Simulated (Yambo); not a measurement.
Yambo run on WZnO4 (space group P2/c, No. 13). The wavefunctions are PBEsol (Quantum ESPRESSO, PseudoDojo norm-conserving, 84 Ry, without SOC) ones on a 4×2×2 mesh (58 occupied bands); a = 4.677 Å, b = 5.730 Å, c = 4.936 Å, α = 90.00°, β = 90.59°, γ = 90.00°.

Yambo input:

```
rim_cut
gw0
dyson
el_el_corr
HF_and_locXC
ppa
em1d
RandQpts= 1000000
RandGvec= 1 Ry
EXXRLvcs= 84 Ry
VXCRLvcs= 336 Ry
Chimod= "HARTREE"
% BndsRnXp
 11 | 124 |
%
NGsBlkXp= 7 Ry
% LongDrXp
 1.0 | 1.0 | 1.0 |
%
PPAPntXp= 27.2114 eV
% GbndRnge
 1 | 225 |
%
GTermKind= "BG"
DysSolver= "n"
ExtendOut
% QPkrange
 3 | 3 | 58 | 59 |
%
```

k points by index: 3 = (0, -0.5, 0).

Table of the .qp output:

```
#    K-point    Band    Eo [eV]    E [eV]    E-Eo [eV]    Vxc [eV]    Vnlxc [eV]    Sc|Eo [eV]    Sc|E [eV]    dSc/dw|Eo [eV]    Re(Z)    Im(Z)
#
    3    58    0.000000    -0.447395    -0.447395    -21.97430    -27.22147    4.669481    4.799770    -7.922087    0.774512    -0.001386
    3    59    2.893963    4.299627    1.405664    -17.37229    -11.92341    -3.722805    -4.043217    -6.202179    0.814380    -0.001234
```
(The two width columns are left out.) Convergence of these settings isn't established.

Geometry of the Materials Project entry, not relaxed at this level.
